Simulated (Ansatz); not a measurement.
Cu Kα1 powder pattern (kinematic, no thermal factors).
```
2θ (°)  relative intensity  assignment
 17.88                   9       1 0 0
 25.39                  18       1 1 0
 31.23                 100       1 1 1
 36.21                  20       2 0 0
 40.66                  24       2 1 0
 44.74                  18       2 1 1
 52.14                  45       2 2 0
 55.57                  10       3 0 0
 58.86                   8       3 1 0
 62.04                  33       3 1 1
 65.13                   7       2 2 2
 71.10                   3       3 2 1
 76.86                   5       4 0 0
 79.68                   7       4 1 0
 82.48                   4       4 1 1
 85.27                  18       3 3 1
 88.04                  12       4 2 0
```

The pattern is computed from a structure relaxed with DFT PBE, scalar-relativistic, plane waves, PAW (Ansatz 0.2.0). No spin polarisation. Its elements are Mo, P.

Q: Give the structure.

A: Mo3P4.
Space group P-43m (No. 215). a = 4.957 Å, b = 4.957 Å, c = 4.957 Å, α = 90.00°, β = 90.00°, γ = 90.00°
| atom | site | symmetry | x | y | z |
| --- | --- | --- | --- | --- | --- |
| Mo | 3d | -42.m | 0.0000 | 0.0000 | 0.5000 |
| P | 4e | .3m | 0.6952 | 0.3048 | 0.3048 |

A pattern alone doesn't exclude other cells with like lines; this is the one computed.

The structure comes from a generated guess; another structure or a mixture of phases may lie lower.
